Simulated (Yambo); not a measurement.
Optical response of I

```
CELL_PARAMETERS angstrom
      2.53835    -3.70662     0.00000
      2.53835     3.70662     0.00000
     -1.62088     0.00000     2.38110
ATOMIC_POSITIONS crystal
  I  0.50000 0.50000 0.50000
```

Yambo, RPA with local fields on PBEsol bands; 10×10×14 mesh, 56 bands, 4 Ry local-field block, 0.25 eV broadening; field along x.

```tsv
E (eV)	Im ε	Im ε, independent particles
0.6	3.81	3.82
1.2	0.57	0.58
1.9	0.17	0.18
2.5	0.09	0.11
3.1	0.09	0.11
3.8	0.10	0.14
4.4	0.13	0.19
5.0	0.23	0.33
5.6	0.62	0.89
6.2	2.00	2.99
6.9	3.50	5.10
7.5	4.18	5.76
8.1	2.92	3.73
8.8	1.99	3.24
9.4	1.85	3.20
10.0	1.68	3.04
10.6	1.48	3.22
11.2	1.41	2.63
11.9	1.38	1.80
12.5	1.15	1.59
13.1	1.19	1.43
13.8	1.32	1.05
14.4	1.25	0.80
15.0	1.02	0.65
15.6	0.79	0.54
16.2	0.67	0.52
16.9	0.59	0.48
17.5	0.59	0.44
18.1	0.58	0.38
18.8	0.47	0.29
19.4	0.41	0.27
20.0	0.37	0.27
```

Only interband transitions are included: the Drude term is missing, so nothing below about 0.6 eV and no real part is shown. Structure narrower than a few tenths of an eV can come from the finite k mesh.

Spin-orbit coupling is left out; for elements this heavy it splits bands near the Fermi level.

Geometry of the Materials Project entry, not relaxed at this level.

The structure is a Materials Project entry; no match was found in the copy of COD used, and its stability was not checked.
